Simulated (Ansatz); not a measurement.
Pb (hcp, Mg type)

```yaml
crystal:
  lattice:
    - [3.48574, 0.00000, 0.00000]
    - [-1.74287, 3.01874, 0.00000]
    - [0.00000, 0.00000, 5.75641]
  atoms:
    - { symbol: Pb, position: [0.33333, 0.66667, 0.25000] }
    - { symbol: Pb, position: [0.66667, 0.33333, 0.75000] }
```

Grid over V/V₀ and (c/a)/(c/a)₀, subscript 0 meaning the relaxed cell; the conventional c axis lies along z; no internal relaxation.

The numbers are results of r2SCAN+rVV10 (plane waves to 500 eV, PAW, scalar-relativistic; Ansatz, a program for electronic structure), not measurements. k mesh 15×15×8 (Γ-centred), Fermi-Dirac smearing 0.05 eV. Compression counts positive. With partly filled bands, the response to shear is sensitive to the k mesh, so small differences along c/a are uncertain. Pb was relaxed with its symmetry unable to fall. Spin-orbit coupling is left out, though Pb is heavy. This is one of several known forms of Pb; the measured ambient cells at hand have space group No. 225.

At one point of the scan the stress tensor (GPa) is:

```
   -1.5      0.0      0.0
    0.0     -1.5      0.0
    0.0      0.0     -4.3
```

Q: Which point is it?
A. V/V₀ = 1.080, (c/a)/(c/a)₀ = 0.880
B. V/V₀ = 1.080, (c/a)/(c/a)₀ = 1.120
C. V/V₀ = 1.080, (c/a)/(c/a)₀ = 1.060
D. V/V₀ = 1.040, (c/a)/(c/a)₀ = 0.880

A: B, V/V₀ = 1.080, (c/a)/(c/a)₀ = 1.120

(A scan under strain: stresses follow from slopes of the energy per volume, elastic moduli from its curvatures.)
